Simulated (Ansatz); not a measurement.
## MnO, single point

MnO is taken as a measured crystal structure (space group Fm-3m), 2 atoms in the cell. Source: COD entry 1514114; the sample's temperature and pressure aren't taken into account, and it need not be the stable phase.

Level of theory: DFT, PBE+U, PAW, plane waves, scalar-relativistic (Ansatz development build ahead of 0.2.0).

The input:

```yaml
crystal:
  lattice:
    - [0.0, 2.221, 2.221]
    - [2.221, 0.0, 2.221]
    - [2.221, 2.221, 0.0]
  atoms:
    - { symbol: Mn, position: [0.0, 0.0, 0.0], spin: 4.5 }
    - { symbol: O, position: [0.5, 0.5, 0.5] }
magnetization:
  spin_polarized: true
hamiltonian:
  xc: pbe
  pseudopotentials: { kind: paw }
  hubbard: { sites: [{ species: Mn, l: d, u_eff: 2.2 }] }
basis:
  ecutwfc: 420
kpoints:
  mp_grid: { grid: [9, 9, 9] }
scf:
  occupations: { method: fermi_dirac, width: 0.02 }
  lower_state_search: "off"
  algorithm: density_mixing
  max_iter: 80
  mixing: { algorithm: broyden, ndim: 2, beta: 0.3, preconditioner: none }
output:
  forces: true
  stress: true
```

The run was started with:
```sh
ansatz run input.yaml --threads 2 --pin off --max-ram 5120MiB --backend cpu --events-out ev --progress --plain --runs-dir out
```

What the program printed (shortened):

```
Mn: projections on atomic orbitals take those of the free atom [Ne] 3s2 3p6 3d5 4s2, of charge +0.00 (hamiltonian.pseudopotentials.projection_atoms); the dataset's partial waves leave at most 9.0e-7 of an orbital's norm unspanned inside its sphere
O: projections on atomic orbitals take those of the free atom [He] 2s2 2p4, of charge +0.00 (hamiltonian.pseudopotentials.projection_atoms); the dataset's partial waves leave at most 1.9e-8 of an orbital's norm unspanned inside its sphere
Pseudopotentials: kind: paw
Pseudopotential: Mn, paw, valence charge 15, recommended cutoff 420 eV (normal), Mn.paw.azcp
Pseudopotential: O, paw, valence charge 6, recommended cutoff 420 eV (normal), O.paw.azcp
Functional definition: PBE
Crystal: 2 atoms, lattice volume = 21.912 Å³
Basis set: ecut = 420 eV, 411 PW (Γ), exchange–correlation on 48×48×48 points (8 copies of the dense FFT grid, shifted against one another)
Bands: 17, of which v1, the nominal top of the filled ones, is band 11 counted from 1 (10 counted from 0)
Symmetry: 48 space group operations
Space group: Fm-3m (ITA 225), of the structure as read, at distance tolerance 2.8e-5 Å
Magnetic group: BNS 225.116 (UNI 1618), of the structure as read, at distance tolerance 2.8e-5 Å
k-points: 35 of 729
Non-local potential: Mn, projectors of the file, l = 0: 3, l = 1: 2, l = 2: 3, l = 3: 1
Non-local potential: O, projectors of the file, l = 0: 2, l = 1: 2, l = 2: 1
Initial density: superposition of atomic densities (chi_scale 0.1, normalization cell, long waves kept (reshape's long-wave potential 0.00 eV rms))
Starting moments: Σ|m| = 4.5 μB on 1 of 2 sites
Initial wavefunctions: pseudopotential atomic-orbital guess
Functional: x = pbe(κ = 0.804, μ = 0.2195149727645171), c = pbe(β = 0.06672455060314922)
SCF iter   1: F=—  HF=-4467.315171 eV  |F-HF|=—  |Δ(HF+E_count)|=         —  Δρ=1.24e-1 (↑1.24e-1 ↓9.63e-2)  dr2=8.33e0  dr2_m=2.71e-1  M=4.654 μB ∫|m|=4.654 μB  β_m=0.30  ethr=3.10e-3  ⟨swp⟩=3.9  Hψ=4898  notcnv=0
SCF iter   2: F=—  HF=-4465.966792 eV  |F-HF|=—  |Δ(HF+E_count)|=    1.35e0  Δρ=5.17e-2 (↑5.17e-2 ↓4.83e-2)  dr2=1.22e0  dr2_m=2.13e-1  M=5.000 μB ∫|m|=5.000 μB  β_m=1.20  ethr=3.10e-3  ⟨swp⟩=3.0  Hψ=3151  notcnv=0  defer=97
Mixer restart at iter 2: flushing history
spin-set hold released at iteration 2 (the charge has settled, or the pull on large starting moments outlasts its swing): the magnetisation degrees of freedom join the quasi-Newton model from the next iteration; the mixer history was flushed
SCF iter   3: F=—  HF=-4465.691735 eV  |F-HF|=—  |Δ(HF+E_count)|=   2.75e-1  Δρ=1.59e-2 (↑1.07e-2 ↓1.59e-2)  dr2=7.34e-2  dr2_m=6.99e-3  M=5.000 μB ∫|m|=5.000 μB  β_m=1.20  ethr=3.10e-3  ⟨swp⟩=2.3  Hψ=2024  notcnv=0  defer=99  κ⁻¹=1.0e0(r=1)
SCF iter   4: F=—  HF=-4465.732714 eV  |F-HF|=—  |Δ(HF+E_count)|=   4.10e-2  Δρ=7.66e-3 (↑7.59e-3 ↓7.66e-3)  dr2=2.75e-2  dr2_m=5.85e-5  M=5.000 μB ∫|m|=5.000 μB  β_m=1.20  ethr=3.49e-4  ⟨swp⟩=2.0  Hψ=1921  notcnv=0  defer=100  κ⁻¹=8.7e-3(r=2)
SCF iter   5: F=—  HF=-4465.763097 eV  |F-HF|=—  |Δ(HF+E_count)|=   3.04e-2  Δρ=3.07e-3 (↑3.07e-3 ↓2.63e-3)  dr2=2.46e-3  dr2_m=9.80e-5  M=5.000 μB ∫|m|=5.000 μB  β_m=1.20  ethr=1.31e-4  ⟨swp⟩=2.9  Hψ=2109  notcnv=0  defer=100  κ⁻¹=3.1e-1(r=2)
SCF iter   6: F=—  HF=-4465.767998 eV  |F-HF|=—  |Δ(HF+E_count)|=   4.90e-3  Δρ=1.33e-3 (↑9.98e-4 ↓1.33e-3)  dr2=3.50e-4  dr2_m=4.71e-5  M=5.000 μB ∫|m|=5.000 μB  β_m=1.20  ethr=1.17e-5  ⟨swp⟩=2.6  Hψ=2084  notcnv=0  defer=100  κ⁻¹=3.8e-2(r=2)
SCF iter   7: F=—  HF=-4465.768625 eV  |F-HF|=—  |Δ(HF+E_count)|=   6.27e-4  Δρ=4.14e-4 (↑4.14e-4 ↓3.02e-4)  dr2=4.98e-5  dr2_m=2.52e-6  M=5.000 μB ∫|m|=5.000 μB  β_m=1.20  ethr=1.67e-6  ⟨swp⟩=2.3  Hψ=1745  notcnv=0  defer=100  κ⁻¹=1.1e-1(r=2)
SCF iter   8: F=—  HF=-4465.768753 eV  |F-HF|=—  |Δ(HF+E_count)|=   1.27e-4  Δρ=1.81e-4 (↑1.42e-4 ↓1.81e-4)  dr2=1.61e-5  dr2_m=1.62e-7  M=5.000 μB ∫|m|=5.000 μB  β_m=1.20  ethr=2.37e-7  ⟨swp⟩=2.2  Hψ=1852  notcnv=0  defer=100  κ⁻¹=6.6e-2(r=2)
SCF iter   9: F=—  HF=-4465.768756 eV  |F-HF|=—  |Δ(HF+E_count)|=   3.54e-6  Δρ=1.13e-4 (↑1.13e-4 ↓9.99e-5)  dr2=7.19e-6  dr2_m=2.09e-8  M=5.000 μB ∫|m|=5.000 μB  β_m=1.20  ethr=7.68e-8  ⟨swp⟩=1.5  Hψ=1225  notcnv=0  defer=100  κ⁻¹=7.6e-2(r=2)
SCF iter  10: F=—  HF=-4465.768752 eV  |F-HF|=—  |Δ(HF+E_count)|=   3.79e-6  Δρ=5.47e-5 (↑3.57e-5 ↓5.47e-5)  dr2=8.41e-7  dr2_m=7.57e-8  M=5.000 μB ∫|m|=5.000 μB  β_m=1.20  ethr=3.42e-8  ⟨swp⟩=2.0  Hψ=1465  notcnv=0  defer=100  κ⁻¹=1.5e-1(r=2)
SCF iter  11: F=—  HF=-4465.768752 eV  |F-HF|=—  |Δ(HF+E_count)|=   2.08e-7  Δρ=2.06e-5 (↑2.06e-5 ↓1.88e-5)  dr2=1.21e-7  dr2_m=9.76e-9  M=5.000 μB ∫|m|=5.000 μB  β_m=1.20  ethr=4.01e-9  ⟨swp⟩=1.9  Hψ=1603  notcnv=0  defer=100  κ⁻¹=7.3e-2(r=2)
SCF iter  12: F=-4465.768752 eV  HF=-4465.768752 eV  |F-HF|=6.92e-8  |Δ(HF+E_count)|=   7.39e-8  Δρ=1.10e-5 (↑1.08e-5 ↓1.10e-5)  dr2=3.90e-8  dr2_m=1.29e-9  M=5.000 μB ∫|m|=5.000 μB  ethr=4.76e-10  ⟨swp⟩=3.1  Hψ=2948  notcnv=0
the last iteration of the SCF fills more bands at one k-point than at another: 13 at σ=↑ k=1 and 14 at σ=↑ k=0; 8 at every k-point of σ=↓ (a band counts as filled where it holds over half of its capacity, the bands of one level by their mean; [...]
SCF 1 converged in 12 iterations: F = -4465.768752 eV  dr2 = 3.90e-8
  greatest PAW one-centre occupation: 1.004 electrons in one spin orbital (limit 2), on the Mn atom at site 0 (counted from 0), in its partial waves of l = 1
this state was not tested for a lower state beside it, because the mixer in use, unlike msr1, does not test its closes by its own steps (another_mixer; see scf.mixing.algorithm and scf.lower_state_search)
SCF converged after 12 iterations
Magnetization: 5.0000 μB (13.0000 up, 8.0000 down)
Absolute magnetization: 5.0000 μB (∫|ρ↑−ρ↓|, with the PAW one-centre terms)
Spin contamination: 0.0044 ħ² per cell (⟨S²⟩ above its minimum at these occupations)
Per-site moments (μB) at R_I (Å): [(4.2399, 0.9161), (0.2214, 0.9161)]
Free energy (F): -4465.768752 eV
Harris-Foulkes:  -4465.768752 eV  (|F-HF|=6.92e-8)
Internal energy: -4465.768620 eV  (E = F + TS)
E sigma→0 (E₀):  -4465.768686 eV
Entropy (-TS):   -0.000133 eV (-0.066 meV/atom)
Fermi energy:    13.160615 eV
--- Per-component energies (eV) ---
  E_band       = -251.012163
  E_kinetic    = 474.134581
  E_local      = -2229.529431  (includes V_loc(G=0)·N_el)
  E_nonlocal   = 303.696351
  E_hartree    = 894.271773
  E_xc         = -184.678632
  E_vxc        = -235.923636  (∫ρ·V_xc dr)
  E_hubbard    = 0.331880  (on-site DFT+U / exact-exchange correction)
  E_vhub       = -5.154715  (the Hubbard potential's part of the band-sum identity)
  E_paw        = -1466.473966  (= ΣΔE_a)
  E_vpaw       = -346.780633  (= ΣTr[D̂ρ^β])
  E_aug_tail   = 0.002405  (compensation charges beyond the density's cutoff)
  E_ewald      = -2257.523579
  E_smearing   = -0.000133  (= −TS)
  E_closure    = 0.000000  (closes the sum)
  Σ components = -4465.768752   (vs F -4465.768752, Δ=0.00e0)
--- Forces (eV/Å), atoms counted from 1 ---
  atom   1  Mn    -0.00000000     0.00000000    -0.00000000
  atom   2  O      0.00000000    -0.00000000    -0.00000000
  max |Σ_I F_I| component: 1.79e-29 eV/Å
--- Stress (GPa, compression-positive) ---
        7.846242       0.000000       0.000000
        0.000000       7.846242       0.000000
        0.000000      -0.000000       7.846242
  P = ⅓ Tr σ = 7.8462 GPa (78.462 kbar)
```

A static U favours moments and orbital order; the result depends on U and need not be the measured state. With one magnetic atom in the cell its copies can only be parallel; orders in a larger cell may lie lower. Only one magnetic start was run, with no search, so the state need not be the lowest.

The run took 1.8 s on 2 threads of Arm Neoverse V1 (shared host), peak memory 0.29 GiB.
